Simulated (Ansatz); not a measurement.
## Ordered cells of (Ca,Cd)F2 on the fluorite lattice

Small ordered supercells, each relaxed with r2SCAN in the PAW code Ansatz; x is the share of Cd. They stand for particular orderings, not for the random alloy. Computed values alone, no measurements; non-magnetic cells, some hypothetical.

- CaCdF4 (R-3m, 6 atoms): space group R-3m (No. 166), trigonal; a = 3.824 Å, c = 18.799 Å in the conventional setting, 13.23 Å³ an atom. Around Ca lie 8 F at 2.35–2.36 Å; around F lie 3 Cd at 2.34 Å and 1 Ca at 2.36 Å; around F lie 1 Cd at 2.34 Å and 3 Ca at 2.35 Å; around Cd lie 8 F at 2.34 Å.
- CaCdF4 (P4/mmm, 6 atoms): it is tetragonal, P4/mmm (No. 123); a = 3.829 Å, c = 5.415 Å in the conventional setting, 13.23 Å³ an atom. Cd is surrounded by 8 F at 2.34 Å; F is surrounded by 2 Cd at 2.34 Å and 2 Ca at 2.35 Å; Ca is surrounded by 8 F at 2.35 Å.
- CaCd3F8 (Cmmm, 12 atoms): the symmetry is Cmmm (No. 65, orthorhombic); a = 7.643 Å, b = 10.804 Å, c = 3.817 Å in the conventional setting, 13.13 Å³ an atom. Cd has 8 F at 2.34 Å; F has 3 Cd at 2.34 Å and 1 Ca at 2.35 Å; Ca has 8 F at 2.34–2.35 Å; F has 4 Cd at 2.34 Å; F has 2 Cd at 2.34 Å and 2 Ca at 2.34 Å.
- CaCd3F8 (Cmmm, 12 atoms, c): the symmetry is Cmmm (No. 65, orthorhombic); a = 7.643 Å, b = 10.804 Å, c = 3.817 Å in the conventional setting, 13.13 Å³ an atom. Around Cd lie 8 F at 2.34 Å; around F lie 3 Cd at 2.34 Å and 1 Ca at 2.35 Å; around F lie 2 Cd at 2.34 Å and 2 Ca at 2.34 Å; around F lie 4 Cd at 2.34 Å; around Ca lie 8 F at 2.34–2.35 Å.

d is direct, i indirect.
```json
{"cell": "CaCdF4 (R-3m, 6 atoms)", "x": "0.500", "volume (Å³/atom)": "13.23", "gap, PBE (eV)": "4.49 i (F → Γ)", "gap, r2SCAN (eV)": "5.17 i (F → Γ)", "gap, HSE06 (eV)": "6.59 i (F → Γ)"}
{"cell": "CaCdF4 (P4/mmm, 6 atoms)", "x": "0.500", "volume (Å³/atom)": "13.23", "gap, PBE (eV)": "4.29 i (A → Γ)", "gap, r2SCAN (eV)": "4.98 i (A → Γ)", "gap, HSE06 (eV)": "6.38 i (A → Γ)"}
{"cell": "CaCd3F8 (Cmmm, 12 atoms)", "x": "0.750", "volume (Å³/atom)": "13.13", "gap, PBE (eV)": "3.67 i (Z → Γ)", "gap, r2SCAN (eV)": "4.35 i (Z → Γ)", "gap, HSE06 (eV)": "5.76 i (Z → Γ)"}
{"cell": "CaCd3F8 (Cmmm, 12 atoms, c)", "x": "0.750", "volume (Å³/atom)": "13.13", "gap, PBE (eV)": "3.67 i (Z → Γ)", "gap, r2SCAN (eV)": "4.35 i (Z → Γ)", "gap, HSE06 (eV)": "5.76 i (Z → Γ)"}
```

Spin-orbit coupling is left out.

The meshes of the hybrids are coarse, so their gaps aren't converged to the digits shown.
